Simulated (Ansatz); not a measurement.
Total density of states per atom from PBEsol in the plane-wave PAW code Ansatz, in 0.25 eV bins, energy from the Fermi level:

(E (eV), states/eV/atom): (-7.85, 0.00); (-7.60, 0.00); (-7.35, 0.00); (-7.10, 0.00); (-6.85, 0.00); (-6.60, 0.00); (-6.35, 0.00); (-6.10, 0.00); (-5.85, 0.00); (-5.60, 0.00); (-5.35, 0.00); (-5.10, 0.00); (-4.85, 0.00); (-4.60, 0.12); (-4.35, 0.25); (-4.10, 0.38); (-3.85, 0.66); (-3.60, 1.30); (-3.35, 0.50); (-3.10, 0.27); (-2.85, 0.46); (-2.60, 0.57); (-2.35, 0.63); (-2.10, 0.74); (-1.85, 0.94); (-1.60, 2.05); (-1.35, 1.21); (-1.10, 0.81); (-0.85, 0.47); (-0.60, 0.27); (-0.35, 0.18); (-0.10, 0.18); (0.15, 0.22); (0.40, 0.32); (0.65, 0.55); (0.90, 0.84); (1.15, 1.18); (1.40, 1.79); (1.65, 3.09); (1.90, 3.40); (2.15, 1.46); (2.40, 1.47); (2.65, 1.18); (2.90, 1.03); (3.15, 0.88); (3.40, 0.84); (3.65, 0.60); (3.90, 0.50); (4.15, 0.45); (4.40, 0.45); (4.65, 0.41)

### Question
Pick the material that matches.
A) LiBr, rock salt
B) SrTe, rock salt
C) ScBi, rock salt
D) KI, rock salt

### Answer
C, ScBi, rock salt. Within 0.5 eV of the Fermi level: Sc 3d 69 %, Bi 6p 27 %. Projections are on Löwdin-orthogonalised atomic valence shells; empty p or d shells of many metals are not among them.

Space group Fm-3m (rock salt). The workflow started from a Materials Project entry (that database holds measured and hypothetical structures alike); the Crystallography Open Database copy checked does not list it. With Sc and Bi taken as one species the cell has the higher symmetry Pm-3m, so it may be an ordered model of a mixed-site phase. Its standing as an ambient phase is unchecked. Symmetry was held in the PBEsol relaxation; of distortions, only those at the zone centre were tested. The run is not spin-polarised. Scalar-relativistic: spin–orbit coupling is off unless named, which matters more the heavier the elements.

Potentials: the later of the program's two PAW sets.
